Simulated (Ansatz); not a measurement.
Ge₃PbSe₄:
```cif
data_Ge3PbSe4
_chemical_formula_sum 'Ge3 Pb1 Se4'
_space_group_name_H-M_alt 'Pm'
_space_group_IT_number 6
_space_group_name_Hall 'P -2y'
_cell_length_a 4.27273
_cell_length_b 3.91171
_cell_length_c 10.92294
_cell_angle_alpha 90.000
_cell_angle_beta 90.210
_cell_angle_gamma 90.000
loop_
_atom_site_label
_atom_site_type_symbol
_atom_site_symmetry_multiplicity
_atom_site_Wyckoff_symbol
_atom_site_fract_x
_atom_site_fract_y
_atom_site_fract_z
_atom_site_occupancy
Ge1 Ge 1 a 0.13115 0.00000 0.89053 1
Ge2 Ge 1 b 0.61675 0.50000 0.63205 1
Ge3 Ge 1 b 0.87846 0.50000 0.11131 1
Pb1 Pb 1 a 0.41849 0.00000 0.39456 1
Se1 Se 1 a 0.48468 0.00000 0.12620 1
Se2 Se 1 a 0.00351 0.00000 0.64971 1
Se3 Se 1 b 0.51499 0.50000 0.85593 1
Se4 Se 1 b 0.95195 0.50000 0.33960 1
```

Relaxed with LDA.

Problem. Which orbitals make up the states near the band edges in LDA in the plane-wave PAW code Ansatz?

Solution. Top 1 eV of the valence band: Se 4p 67 %, Ge 4p 13 %, Ge 4s 13 %. Bottom 1 eV of the conduction band: Ge 4p 45 %, Se 4p 20 %, Pb 6p 16 %, Se 4s 8 %, Ge 4s 6 %. Projections are on Löwdin-orthogonalised atomic valence shells; empty p or d shells of many metals are not among them.

Problem. Tabulate the density of states.

Solution. States/eV per cell of 8 atoms, in 0.25 eV bins, energy from the valence-band maximum.

| E (eV) | total | Se 4p | Ge 4p | Pb 6p |
|---|---|---|---|---|
| -7.86 | 4.48 | 1.07 | 0.16 | 0.05 |
| -7.61 | 2.26 | 0.56 | 0.09 | 0.02 |
| -7.36 | 2.27 | 0.58 | 0.10 | 0.02 |
| -7.11 | 1.39 | 0.33 | 0.06 | 0.01 |
| -6.86 | 1.10 | 0.24 | 0.05 | 0.01 |
| -6.61 | 0.91 | 0.17 | 0.04 | 0.01 |
| -6.36 | 0.74 | 0.13 | 0.04 | 0.01 |
| -6.11 | 0.42 | 0.08 | 0.02 | 0.00 |
| -5.86 | 0.11 | 0.02 | 0.00 | 0.00 |
| -5.61 | 0.12 | 0.06 | 0.04 | 0.01 |
| -5.36 | 1.19 | 0.64 | 0.41 | 0.08 |
| -5.11 | 2.66 | 1.48 | 0.83 | 0.18 |
| -4.86 | 3.78 | 2.16 | 1.11 | 0.29 |
| -4.61 | 3.59 | 2.08 | 1.04 | 0.26 |
| -4.36 | 3.86 | 2.26 | 1.07 | 0.29 |
| -4.11 | 4.52 | 2.69 | 1.22 | 0.34 |
| -3.86 | 4.74 | 2.89 | 1.22 | 0.35 |
| -3.61 | 5.06 | 3.11 | 1.27 | 0.38 |
| -3.36 | 4.75 | 2.94 | 1.15 | 0.35 |
| -3.11 | 4.84 | 3.04 | 1.12 | 0.34 |
| -2.86 | 5.60 | 3.59 | 1.24 | 0.37 |
| -2.61 | 5.08 | 3.28 | 1.08 | 0.31 |
| -2.36 | 5.00 | 3.27 | 1.02 | 0.29 |
| -2.11 | 6.18 | 4.10 | 1.20 | 0.33 |
| -1.86 | 5.88 | 3.91 | 1.06 | 0.30 |
| -1.61 | 5.02 | 3.30 | 0.86 | 0.25 |
| -1.36 | 6.73 | 4.50 | 1.01 | 0.30 |
| -1.11 | 5.80 | 3.80 | 0.83 | 0.22 |
| -0.86 | 5.31 | 3.46 | 0.73 | 0.15 |
| -0.61 | 4.63 | 3.14 | 0.56 | 0.10 |
| -0.36 | 1.21 | 0.82 | 0.14 | 0.03 |
| -0.11 | 0.45 | 0.29 | 0.05 | 0.01 |
| 0.14 | 0.00 | 0.00 | 0.00 | 0.00 |
| 0.39 | 0.00 | 0.00 | 0.00 | 0.00 |
| 0.64 | 0.39 | 0.06 | 0.16 | 0.09 |
| 0.89 | 1.98 | 0.35 | 0.85 | 0.38 |
| 1.14 | 2.93 | 0.59 | 1.31 | 0.47 |
| 1.39 | 3.70 | 0.81 | 1.75 | 0.49 |
| 1.64 | 4.49 | 1.00 | 2.13 | 0.64 |
| 1.89 | 4.34 | 0.99 | 1.99 | 0.70 |
| 2.14 | 4.51 | 1.05 | 2.12 | 0.66 |
| 2.39 | 5.49 | 1.32 | 2.59 | 0.74 |
| 2.64 | 4.54 | 1.11 | 2.15 | 0.63 |
| 2.89 | 5.68 | 1.41 | 2.60 | 0.85 |
| 3.14 | 5.85 | 1.53 | 2.60 | 0.93 |
| 3.39 | 5.70 | 1.50 | 2.49 | 0.96 |
| 3.64 | 4.95 | 1.24 | 2.18 | 0.83 |
| 3.89 | 4.73 | 1.15 | 2.02 | 0.81 |
| 4.14 | 4.91 | 1.19 | 2.09 | 0.78 |
| 4.39 | 5.03 | 1.21 | 2.17 | 0.75 |
| 4.64 | 5.11 | 1.27 | 2.11 | 0.77 |
| 4.89 | 4.70 | 1.15 | 1.88 | 0.74 |
| 5.14 | 4.92 | 1.18 | 1.87 | 0.82 |

The workflow started from a Materials Project entry (that database holds measured and hypothetical structures alike); the Crystallography Open Database copy checked does not list it. Its standing as an ambient phase is unchecked. The LDA relaxation kept the symmetry of its start; of distortions, only those at the zone centre were tested. A crystal of weakly bound layers computed without a dispersion correction: the cell and the soft elastic constants depend strongly on that. Spin–orbit coupling is left out wherever it is not named.

Potentials: the later of the program's two PAW sets.
